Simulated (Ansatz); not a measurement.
C in space group P6_122 (No. 178; C on 6b) under volume change, DFT-r²SCAN in the program Ansatz with PAW potentials, shape and atoms relaxed at each volume.

```json
[
 {"V (Å³/atom)": "5.604", "E − E(relaxed) (meV/atom)": "72.6", "P (GPa)": "45.16"},
 {"V (Å³/atom)": "5.788", "E − E(relaxed) (meV/atom)": "30.7", "P (GPa)": "27.94"},
 {"V (Å³/atom)": "5.973", "E − E(relaxed) (meV/atom)": "7.3", "P (GPa)": "12.99"},
 {"V (Å³/atom)": "6.158", "E − E(relaxed) (meV/atom)": "0.0", "P (GPa)": "0.01"},
 {"V (Å³/atom)": "6.342", "E − E(relaxed) (meV/atom)": "6.6", "P (GPa)": "-11.27"},
 {"V (Å³/atom)": "6.527", "E − E(relaxed) (meV/atom)": "25.4", "P (GPa)": "-21.06"},
 {"V (Å³/atom)": "6.712", "E − E(relaxed) (meV/atom)": "54.7", "P (GPa)": "-29.54"}
]
```

### Question
What does a third-order Birch–Murnaghan fit give for V₀, B₀ and B′?

### Answer
V₀ = 6.16 Å³/atom, B₀ = 402 GPa, B′ = 3.7.

The start of the workflow was typed in or built on a structure type; neither database checked (COD, Materials Project) lists it. It is not the phase usual at ambient conditions (space group No. 194, 227). Symmetry was held in the r²SCAN relaxation; its stability against distortions is not shown here.

Potentials: the earlier of the program's two PAW sets.
